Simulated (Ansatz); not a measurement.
This guess for In₃GaAs₄ is about to be relaxed.

```
In Ga As
1.0
     5.75447    0.00000    0.00000
     0.00000    5.75447    0.00000
     0.00000    0.00000    5.75447
In Ga As
3 1 4
Direct
  0.00000 0.50000 0.50000
  0.50000 0.00000 0.50000
  0.50000 0.50000 0.00000
  0.00000 0.00000 0.00000
  0.75000 0.75000 0.25000
  0.75000 0.25000 0.75000
  0.25000 0.75000 0.75000
  0.25000 0.25000 0.25000
```

Level of theory: DFT PBE, scalar-relativistic, plane waves, PAW (Ansatz). Cutoff 420 eV, Gaussian smearing, Γ-centred meshes. Cell and atoms relax first on a coarse mesh and then on a finer one. In between, the cell is made exact in the group found at 0.06 Å. In metals the finer mesh still leaves noise of several meV/atom or more. The steps can't lower the symmetry of their start. No spin polarisation.

A guess keeps its type if space group and coordination stay and the shape of the cell changes little (axis ratios within about 15 %, angles within 6°); the volume may change.

Question: Does this structure survive the relaxation?

Answer: It keeps its type. The symmetry stays P-43m (No. 215). The volume per atom grows by 17.8 %, from 23.8 to 28.1 Å³. The shortest distance goes from 2.49 Å (Ga–As and In–As) to 2.53 Å (Ga–As). Counting neighbours within 15 % of an atom's shortest distance, the start has As 4, Ga 4, In 4 and the end As 4, Ga 4, In 4.

Formation energies are uncorrected and refer to the elements' standard structures at the same level.

Question: At what energy does it end?

Answer: −0.26 eV/atom. A negative formation energy is needed for stability but isn't enough: competing phases decide.

The last run used a 6×6×6 mesh for its 8-atom cell and Gaussian smearing of 0.10 eV. The reference form of As is held partly by dispersion forces, which this level lacks. A structure relaxed within its symmetry needn't be a true minimum.
